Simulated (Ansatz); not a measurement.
Consider the following.

SiO$_{2}$:
```
CELL_PARAMETERS angstrom
      3.97861     2.29705     2.61614
     -3.97861     2.29705     2.61614
      0.00000    -4.59410     2.61614
ATOMIC_POSITIONS crystal
  Si 0.71533 0.28467 0.50000
  Si 0.50000 0.71533 0.28467
  Si 0.28467 0.50000 0.71533
  O  0.30958 0.69042 0.50000
  O  0.50000 0.30958 0.69042
  O  0.69042 0.50000 0.30958
  O  0.00000 0.33396 0.66604
  O  0.66604 0.00000 0.33396
  O  0.33396 0.66604 0.00000
```

This is the r²SCAN-relaxed structure.

Question: All from r²SCAN (plane waves, PAW; program Ansatz), unless another level is named. Predict the Born charges (a third of the trace).

Answer: Si +3.20, O -1.66 to -1.54 e.

Question: Predict the Bader charges.

Answer: Si +3.36, O -1.68 e.

Question: What about the largest static χ(2) component?

Answer: 0.63 pm/V.

Space group R32. The workflow started from a Materials Project entry (that database holds measured and hypothetical structures alike); the Crystallography Open Database copy checked does not list it. It is not the phase usual at ambient conditions (space group No. 92, 152, 154). The cell was relaxed with r²SCAN under the symmetry of its start; phonons show weakly imaginary modes.

Potentials: the later of the program's two PAW sets.
